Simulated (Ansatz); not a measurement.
MoP:
```
MoP
1.0
    3.19121     0.00000     0.00000
   -1.59560     2.76366     0.00000
    0.00000     0.00000     3.15667
Mo P
1 1
Cartesian
  0.00000   0.00000   0.00000
  1.59560   0.92122   1.57834
```

This is the LDA-relaxed structure.

Question: All from the program Ansatz at the LDA level (PAW), unless another level is named. Predict the electronic character.

Answer: metallic (no gap).

Question: Next, the formation energy from the elements (no fitted shifts)?

Answer: -0.78 eV/atom.

Question: Next, the density of states at the Fermi level?

Answer: 0.37 states/eV per atom (mean over ±0.08 eV).

Space group P-6m2. The LDA relaxation kept the symmetry of its start; of distortions, only those at the zone centre were tested. No spin polarisation was allowed. The references are the lowest solids computed at this level, not always the standard phases. Scalar-relativistic: spin–orbit coupling is off unless named, which matters more the heavier the elements.

Potentials: the later of the program's two PAW sets.
